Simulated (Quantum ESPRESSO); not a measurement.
pw.x input (Quantum ESPRESSO 7.5; PBEsol, PseudoDojo standard norm-conserving files, scalar-relativistic):

```
&CONTROL
  calculation = 'scf'
  pseudo_dir = './pseudo'
  outdir = './out'
  tprnfor = .true.
  tstress = .true.
/
&SYSTEM
  ibrav = 0
  nat = 2
  ntyp = 2
  ecutwfc = 110.0
  ecutrho = 440.0
  occupations = 'smearing'
  smearing = 'fd'
  degauss = 0.005
  nbnd = 17
/
&ELECTRONS
  conv_thr = 2e-10
/
ATOMIC_SPECIES
La 138.9055 La.upf
Bi 208.9804 Bi.upf
CELL_PARAMETERS angstrom
  0.000000000000   3.331600000000   3.331600000000
  3.331600000000   0.000000000000   3.331600000000
  3.331600000000   3.331600000000   0.000000000000
ATOMIC_POSITIONS crystal
La   0.500000000000   0.500000000000   0.500000000000
Bi   0.000000000000   0.000000000000   0.000000000000
K_POINTS automatic
12 12 12 0 0 0
```

End of the output:

```

[...]
     the Fermi energy is     9.7744 ev
!    total energy              =    -233.74043571 Ry
     estimated scf accuracy    <          1.8E-10 Ry
     smearing contrib. (-TS)   =      -0.00030984 Ry
     internal energy E=F+TS    =    -233.74012587 Ry
     The total energy is F=E-TS. E is the sum of the following terms:
     one-electron contribution =     -66.04671594 Ry
     hartree contribution      =      45.95881257 Ry
     xc contribution           =     -59.10708467 Ry
     ewald contribution        =    -154.54513783 Ry
     convergence has been achieved in   8 iterations
     Forces acting on atoms (cartesian axes, Ry/au):
     atom    1 type  1   force =    -0.00000000    0.00000000   -0.00000000
     atom    2 type  2   force =     0.00000000   -0.00000000    0.00000000
     Total force =     0.000000     Total SCF correction =     0.000000
     Computing stress (Cartesian axis) and pressure
          total   stress  (Ry/bohr**3)                   (kbar)     P=      -23.60
  -0.00016045  -0.00000000  -0.00000000          -23.60       -0.00       -0.00
  -0.00000000  -0.00016045  -0.00000000           -0.00      -23.60       -0.00
  -0.00000000  -0.00000000  -0.00016045           -0.00       -0.00      -23.60
```

Spin-orbit coupling is not included.

Geometry of the Materials Project entry, not relaxed at this level.
